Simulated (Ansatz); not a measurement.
The relaxed structure here is a generated cell of Nb: the first start was made by placing the elements on the sites of a structure type, and the end was not matched to a known phase here, so it may be hypothetical. Known forms of Nb include space group No. 229.

One starting cell of Nb (a generated trial cell of Nb in the simple-cubic structure type) was relaxed twice with Ansatz (plane waves, PAW, scalar-relativistic): with r2SCAN at 500 eV and with PBE at 420 eV. The r2SCAN result:

```cif
data_Nb
_chemical_formula_sum 'Nb1'
_space_group_name_H-M_alt 'P 1'
_space_group_IT_number 1
_cell_length_a 2.70927
_cell_length_b 2.70927
_cell_length_c 2.70927
_cell_angle_alpha 90.000
_cell_angle_beta 90.000
_cell_angle_gamma 90.000
loop_
_space_group_symop_operation_xyz
  'x, y, z'
loop_
_atom_site_label
_atom_site_type_symbol
_atom_site_fract_x
_atom_site_fract_y
_atom_site_fract_z
_atom_site_occupancy
Nb1 Nb 0.00000 0.00000 0.00000 1
```

| quantity | r2SCAN | PBE |
|---|---|---|
| space group | Pm-3m | Pm-3m |
| volume (Å³/atom) | 19.89 | 20.12 |
| a (Å) | 2.709 | 2.720 |
| gap (eV, no spin-orbit coupling) | 0.00 | 0.00 |

Both levels end in the same structure; PBE's volume is 1.2 % larger. Neither column is exact.

No spin polarisation in the result.

The run could not lose the symmetry of its start, so the end can be a saddle point.

Ansatz is a program for electronic structure.
